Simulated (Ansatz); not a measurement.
CsSnI$_{3}$ (cubic perovskite)

```xyz
5
Lattice="6.1359 0.0000 0.0000 0.0000 6.1359 0.0000 0.0000 0.0000 6.1359" Properties=species:S:1:pos:R:3 pbc="T T T"
Cs     0.0000     0.0000     0.0000
Sn     3.0680     3.0680     3.0680
I      0.0000     3.0680     3.0680
I      3.0680     3.0680     0.0000
I      3.0680     0.0000     3.0680
```

This relaxed cell (volume V₀) is scaled evenly in all directions, its shape held. Symmetry pins the atoms to their sites.

All values below come from PBEsol (plane waves to 420 eV, PAW, scalar-relativistic; Ansatz, an electronic-structure program). k mesh 6×6×6 (Γ-centred), Fermi-Dirac smearing 0.05 eV. Energies are smeared free energies. CsSnI3 was relaxed with its symmetry unable to fall. Spin-orbit coupling is left out, though I is heavy. This is a high-temperature form of CsSnI3. The zero of ΔE is the relaxed starting cell.

| V (Å³/atom) | ΔE (meV/atom) |
|---|---|
| 41.582 | 31.4 |
| 42.737 | 16.7 |
| 43.892 | 7.0 |
| 45.048 | 1.6 |
| 46.203 | 0.0 |
| 47.358 | 1.6 |
| 48.513 | 6.0 |
| 49.668 | 12.9 |
| 50.823 | 21.9 |

Question: What is the fitted pressure derivative B₀′?

Answer: 4.7.

Question: What bulk modulus B₀ follows from a third-order Birch-Murnaghan fit?

Answer: 18.0 GPa. Check by three points about V = 46.203 Å³/atom, step 1.155: d²E/dV² ≈ (1.6 − 2·0.0 + 1.6) meV / 1.155² = 0.00240 eV/Å⁶, and V·d²E/dV² × 160.2 = 17.8 GPa.

(A scan under strain: stresses follow from slopes of the energy per volume, elastic moduli from its curvatures.)
